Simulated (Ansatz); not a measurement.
CsCdCl3 (cubic perovskite, Pm-3m), a = b = c = 5.258 Å, α = β = γ = 90.00°.

Relaxed with r²SCAN.

### Question
Which orbitals make up the states near the band edges in plane-wave PAW r²SCAN (Ansatz code)?

### Answer
Top 1 eV of the valence band: Cl 3p 97 %. Bottom 1 eV of the conduction band: Cd 5s 73 %, Cl 3s 10 %, Cl 3p 10 %. Projections are on Löwdin-orthogonalised atomic valence shells; empty p or d shells of many metals are not among them.

### Question
Tabulate the density of states.

### Answer
States/eV per cell of 5 atoms, in 0.25 eV bins, energy from the valence-band maximum.

| E (eV) | total | Cl 3p | Cd 4d | Cs 5p |
|---|---|---|---|---|
| -7.85 | 0.00 | 0.00 | 0.00 | 0.00 |
| -7.60 | 0.00 | 0.00 | 0.00 | 0.00 |
| -7.35 | 0.00 | 0.00 | 0.00 | 0.00 |
| -7.10 | 5.55 | 0.56 | 4.94 | 0.01 |
| -6.85 | 6.04 | 0.45 | 5.43 | 0.06 |
| -6.60 | 27.13 | 0.58 | 26.12 | 0.28 |
| -6.35 | 1.28 | 0.02 | 1.21 | 0.00 |
| -6.10 | 0.01 | 0.00 | 0.00 | 0.01 |
| -5.85 | 23.99 | 0.47 | 0.46 | 22.94 |
| -5.60 | 0.00 | 0.00 | 0.00 | 0.00 |
| -5.35 | 0.00 | 0.00 | 0.00 | 0.00 |
| -5.10 | 0.00 | 0.00 | 0.00 | 0.00 |
| -4.85 | 0.00 | 0.00 | 0.00 | 0.00 |
| -4.60 | 0.21 | 0.14 | 0.00 | 0.00 |
| -4.35 | 0.51 | 0.36 | 0.00 | 0.00 |
| -4.10 | 0.70 | 0.50 | 0.01 | 0.00 |
| -3.85 | 0.95 | 0.68 | 0.02 | 0.00 |
| -3.60 | 1.38 | 1.00 | 0.05 | 0.00 |
| -3.35 | 1.69 | 1.24 | 0.07 | 0.00 |
| -3.10 | 1.39 | 1.10 | 0.04 | 0.00 |
| -2.85 | 0.98 | 0.84 | 0.02 | 0.01 |
| -2.60 | 1.42 | 1.35 | 0.01 | 0.02 |
| -2.35 | 2.54 | 2.40 | 0.04 | 0.02 |
| -2.10 | 2.13 | 1.94 | 0.07 | 0.02 |
| -1.85 | 2.10 | 1.86 | 0.09 | 0.02 |
| -1.60 | 5.50 | 4.89 | 0.17 | 0.05 |
| -1.35 | 7.56 | 6.88 | 0.18 | 0.17 |
| -1.10 | 9.31 | 8.83 | 0.13 | 0.16 |
| -0.85 | 10.59 | 10.31 | 0.11 | 0.04 |
| -0.60 | 12.02 | 11.73 | 0.12 | 0.06 |
| -0.35 | 8.90 | 8.63 | 0.18 | 0.03 |
| -0.10 | 2.12 | 1.94 | 0.16 | 0.00 |
| 0.15 | 0.00 | 0.00 | 0.00 | 0.00 |
| 0.40 | 0.00 | 0.00 | 0.00 | 0.00 |
| 0.65 | 0.00 | 0.00 | 0.00 | 0.00 |
| 0.90 | 0.00 | 0.00 | 0.00 | 0.00 |
| 1.15 | 0.00 | 0.00 | 0.00 | 0.00 |
| 1.40 | 0.00 | 0.00 | 0.00 | 0.00 |
| 1.65 | 0.00 | 0.00 | 0.00 | 0.00 |
| 1.90 | 0.00 | 0.00 | 0.00 | 0.00 |
| 2.15 | 0.00 | 0.00 | 0.00 | 0.00 |
| 2.40 | 0.00 | 0.00 | 0.00 | 0.00 |
| 2.65 | 0.02 | 0.00 | 0.00 | 0.00 |
| 2.90 | 0.10 | 0.01 | 0.00 | 0.00 |
| 3.15 | 0.14 | 0.01 | 0.00 | 0.00 |
| 3.40 | 0.19 | 0.02 | 0.00 | 0.00 |
| 3.65 | 0.25 | 0.04 | 0.00 | 0.00 |
| 3.90 | 0.31 | 0.05 | 0.00 | 0.00 |
| 4.15 | 0.38 | 0.07 | 0.00 | 0.00 |
| 4.40 | 0.45 | 0.09 | 0.00 | 0.00 |
| 4.65 | 0.60 | 0.12 | 0.00 | 0.00 |
| 4.90 | 0.81 | 0.18 | 0.00 | 0.00 |
| 5.15 | 0.88 | 0.20 | 0.00 | 0.00 |
| 5.40 | 0.83 | 0.18 | 0.00 | 0.00 |
| 5.65 | 0.75 | 0.17 | 0.00 | 0.00 |
| 5.90 | 0.72 | 0.15 | 0.00 | 0.00 |
| 6.15 | 0.68 | 0.14 | 0.00 | 0.00 |
| 6.40 | 0.57 | 0.11 | 0.00 | 0.00 |
| 6.65 | 0.33 | 0.05 | 0.00 | 0.00 |
| 6.90 | 0.42 | 0.00 | 0.00 | 0.00 |
| 7.15 | 1.16 | 0.01 | 0.00 | 0.00 |

The workflow started from a Materials Project entry (that database holds measured and hypothetical structures alike); the Crystallography Open Database files this formula in space group No. 221, but the cells were not matched. Its standing as an ambient phase is unchecked. Symmetry was held in the r²SCAN relaxation; its stability against distortions is not shown here. Spin–orbit coupling is left out wherever it is not named.

Potentials: the later of the program's two PAW sets.
